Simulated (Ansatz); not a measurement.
According to the program Ansatz at the r²SCAN level (PAW), In in the diamond structure (Fd-3m) relaxes to a = 6.615 Å. In has 4 nearest neighbours from 2.86 Å (tetrahedral).

Electronic character: metallic (no gap). Gap from r²SCAN with spin–orbit coupling: none (metallic).

An equation-of-state fit gives a bulk modulus of 27.3 GPa. The relaxed-ion elastic constants in GPa are C11 = 19.5, C12 = 31.8, C44 = -13.9.

The start of the workflow was typed in or built on a structure type; neither database checked (COD, Materials Project) lists it. It is not the phase usual at ambient conditions (space group No. 139). Symmetry was held in the r²SCAN relaxation. At this level the phase is mechanically unstable. As this level gives no gap, shear constants depend on the k-mesh and smearing (Fermi–Dirac, 0.1 eV here). Spin–orbit coupling is left out wherever it is not named.

Potentials: the earlier of the program's two PAW sets.
